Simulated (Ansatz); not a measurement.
TaCuN2:
```
TaCuN2
1.0
    1.55055     0.89521     5.72626
   -1.55055     0.89521     5.72626
    0.00000    -1.79042     5.72626
Ta Cu N
1 1 2
Direct
  0.50000   0.50000   0.50000
  0.00000   0.00000   0.00000
  0.10532   0.10532   0.10532
  0.89468   0.89468   0.89468
```

Relaxed with LDA. Special points in fractions of this cell's reciprocal vectors: Γ (0.000, 0.000, 0.000); T (0.500, 0.500, 0.500); H2 (0.817, 0.183, 0.500); H0 (0.500, -0.183, 0.183); L (0.500, 0.000, 0.000); S0 (0.341, -0.341, 0.000); S2 (0.659, 0.000, 0.341); F (0.500, 0.000, 0.500).

**Question.** List the band energies nearest the valence-band maximum at these points for the program Ansatz at the LDA level (PAW).

**Answer.** In eV from the valence-band maximum; about four levels below and three above (degenerate sets whole), none deeper than 8.9 eV; points with the same levels are listed once.

| k | below | above |
|---|---|---|
| Γ | -1.97 -1.97 -1.11 -1.11 | 1.21 1.21 1.50 |
| T | -2.14 -2.14 0.00 0.00 | 1.13 1.13 2.94 |
| H2 | -2.00 -1.75 -1.06 -0.69 | 1.43 3.05 3.43 |
| L | -1.62 -1.08 -0.62 -0.44 | 0.32 3.23 3.50 |
| S0 | -2.01 -1.80 -0.99 -0.69 | 1.40 3.17 3.39 |
| F | -2.09 -1.74 -1.62 -1.01 | 1.16 3.26 3.41 |

Space group R-3m. The first step of the workflow began from a Materials Project structure, measured or hypothetical; the Crystallography Open Database files this formula in space group No. 166, but the cells were not matched. Whether it is the stable phase at ambient conditions was not checked. Symmetry was held in the LDA relaxation; whether a distortion lowers the energy is not shown. The run is not spin-polarised. Scalar-relativistic: spin–orbit coupling is off unless named, which matters more the heavier the elements.

Potentials: the later of the program's two PAW sets.
